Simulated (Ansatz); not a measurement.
Values for one crystal, relaxed and computed with the program Ansatz at the r²SCAN level (PAW); other levels are named.

Volume per atom: 21.09 Å³
Electronic character: metallic (no gap)
Formation energy from the elements (no fitted shifts): -2.29 eV/atom
Density of states at the Fermi level: 0.45 states/eV per atom (mean over ±0.08 eV)

Q: Pick the material that matches.
(A) ZrS, rock salt
(B) TbSb, rock salt
(C) CdSe, rock salt
(D) YS, rock salt

A: D, YS, rock salt

Space group Fm-3m (rock salt). The workflow started from a Materials Project entry (that database holds measured and hypothetical structures alike); the Crystallography Open Database files this formula in space group No. 225, but the cells were not matched. Its standing as an ambient phase is unchecked. The cell was relaxed with r²SCAN under the symmetry of its start; whether a distortion lowers the energy is not shown. No spin polarisation was allowed. With an odd number of electrons in the cell and no spin polarisation, the count alone makes it a metal. The references are the lowest solids computed at this level, not always the standard phases. Spin–orbit coupling is left out wherever it is not named.

Potentials: the later of the program's two PAW sets.
